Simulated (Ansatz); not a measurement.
An Ansatz input and the part of its output that reports the observables at the nuclei.

The cell is a COD entry, its atoms then relaxed with PBE in this cell.

```yaml
crystal:
  lattice:
    - [0.0, 5.47105, 5.47105]
    - [5.47105, 0.0, 5.47105]
    - [5.47105, 5.47105, 0.0]
  atoms:
    - { symbol: Cd, position: [0.5, 0.5, 0.5] }
    - { symbol: Pt, position: [0.0, 0.0, 0.0] }
    - { symbol: C, position: [0.8166919362, 0.1833080638, 0.1833080638] }
    - { symbol: C, position: [0.1833080638, 0.8166919362, 0.1833080638] }
    - { symbol: C, position: [0.1833080638, 0.8166919362, 0.8166919362] }
    - { symbol: C, position: [0.8166919362, 0.1833080638, 0.8166919362] }
    - { symbol: C, position: [0.1833080638, 0.1833080638, 0.8166919362] }
    - { symbol: C, position: [0.8166919362, 0.8166919362, 0.1833080638] }
    - { symbol: "N", position: [0.7109325835, 0.2890674165, 0.2890674165] }
    - { symbol: "N", position: [0.2890674165, 0.7109325835, 0.2890674165] }
    - { symbol: "N", position: [0.2890674165, 0.7109325835, 0.7109325835] }
    - { symbol: "N", position: [0.7109325835, 0.2890674165, 0.7109325835] }
    - { symbol: "N", position: [0.2890674165, 0.2890674165, 0.7109325835] }
    - { symbol: "N", position: [0.7109325835, 0.7109325835, 0.2890674165] }
kpoints:
  mp_grid: { grid: [5, 5, 5] }
scf:
  occupations: { method: fermi_dirac, width: 0.05 }
hamiltonian:
  xc: pbe
  pseudopotentials: { kind: paw_fr }
output:
  forces: true
  stress: true
  populations: true
  efg:
    quadrupole_moments_barn: { "N": 0.02044 }
    contact_densities: true
magnetization:
  noncollinear: true
  spin_orbit: true
```

```sh
ansatz run input.yaml --threads 1 --pin off --max-ram 3072MiB --backend cpu --events-out ev --progress --plain --runs-dir out
```

Of the output, the block on the nuclei alone is shown; the set-up, the SCF iterations, energies, forces and stress are cut. One atom of each set with nearly equal values is shown.

```
--- PAW observables at the nuclei: V_zz in 10²¹ V/m², potentials from the cell's mean, atoms counted from 1 ---
  atom   1  Cd V_zz =    -0.000000   η = 0.0000   by run symmetry: forbidden
            electrostatic potential = -7702.923528 V   contact ρ = 1038321.120100 e/Å³
  atom   2  Pt V_zz =    -0.000000   η = 0.0000   by run symmetry: forbidden
            electrostatic potential = -16176.702306 V   contact ρ = 12210993.767767 e/Å³
  atom   3  C  V_zz =    -3.820870   η = 0.0000   by run symmetry: allowed
            electrostatic potential = -407.316702 V   contact ρ = 870.312889 e/Å³
  atom   9  N  V_zz =    -5.880377   η = 0.0000   by run symmetry: allowed   C_q = -2.9063 MHz
            electrostatic potential = -507.080389 V   contact ρ = 1417.524857 e/Å³
```

Hardware: 1 thread of Arm Neoverse V1 (aarch64; 28 cores open to the job, memory cap 3.0 GiB, no GPU), a shared host with a load of 0.8 a core. Wall time 3.4 min, CPU time 3.4 min, peak memory 1.4 GiB.

The database entry as given showed forces above 3 eV/Å or a pressure above 30 GPa, though relaxing it moves no atom far.
